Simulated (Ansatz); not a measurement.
BaNbO₂F:
```cif
data_BaFNbO2
_chemical_formula_sum 'Ba1 Nb1 O2 F1'
_space_group_name_H-M_alt 'P 1'
_space_group_IT_number 1
_cell_length_a 4.14031
_cell_length_b 4.14031
_cell_length_c 4.29421
_cell_angle_alpha 90.000
_cell_angle_beta 90.000
_cell_angle_gamma 90.000
loop_
_space_group_symop_operation_xyz
  'x, y, z'
loop_
_atom_site_label
_atom_site_type_symbol
_atom_site_fract_x
_atom_site_fract_y
_atom_site_fract_z
_atom_site_occupancy
Ba1 Ba 0.50000 0.50000 0.50000 1
Nb1 Nb 0.00000 0.00000 0.00000 1
O1 O 0.50000 0.00000 0.00000 1
O2 O 0.00000 0.50000 0.00000 1
F1 F 0.00000 0.00000 0.50000 1
```
The run is spin-polarised; directions of the spins, atom by atom: 0 ↑ 0 0 0.

Relaxed with r²SCAN.

Q: Tabulate the valence density and the electron localisation function along the shortest Ba–F contact (2.93 Å), r²SCAN (plane waves, PAW; program Ansatz).

A: 

| distance from Ba (Å) | density (e/Å³) | ELF |
|---|---|---|
| 0.29 | 0.64 | 0.00 |
| 0.44 | 0.97 | 0.20 |
| 0.59 | 1.30 | 0.67 |
| 0.73 | 1.36 | 0.84 |
| 0.88 | 1.10 | 0.88 |
| 1.02 | 0.73 | 0.85 |
| 1.17 | 0.42 | 0.72 |
| 1.32 | 0.23 | 0.39 |
| 1.46 | 0.14 | 0.09 |
| 1.61 | 0.11 | 0.04 |
| 1.76 | 0.14 | 0.08 |
| 1.90 | 0.23 | 0.31 |
| 2.05 | 0.45 | 0.62 |
| 2.20 | 0.97 | 0.77 |
| 2.34 | 2.23 | 0.81 |
| 2.49 | 4.99 | 0.79 |
| 2.63 | 9.21 | 0.69 |

The density is the valence pseudo-density with augmentation charge, so density and ELF within about 1 Å of a nucleus are not all-electron values.

Space group P4/mmm. The start of the workflow was typed in or built on a structure type; neither database checked (COD, Materials Project) lists it. Whether it is the stable phase at ambient conditions was not checked. Symmetry was held in the r²SCAN relaxation; whether a distortion lowers the energy is not shown. The final state is ferromagnetic, the only order run, not a proven ground state. The cell computed holds one magnetic atom, so no antiferromagnetic order was within reach. Other orbital occupations within this spin state were not tried. No Hubbard U is applied. Scalar-relativistic: spin–orbit coupling is off unless named, which matters more the heavier the elements.

Potentials: the earlier of the program's two PAW sets. The files were generated under PBE; for other functionals the program regenerates the frozen cores, and for LDA and PBEsol the local potential too.
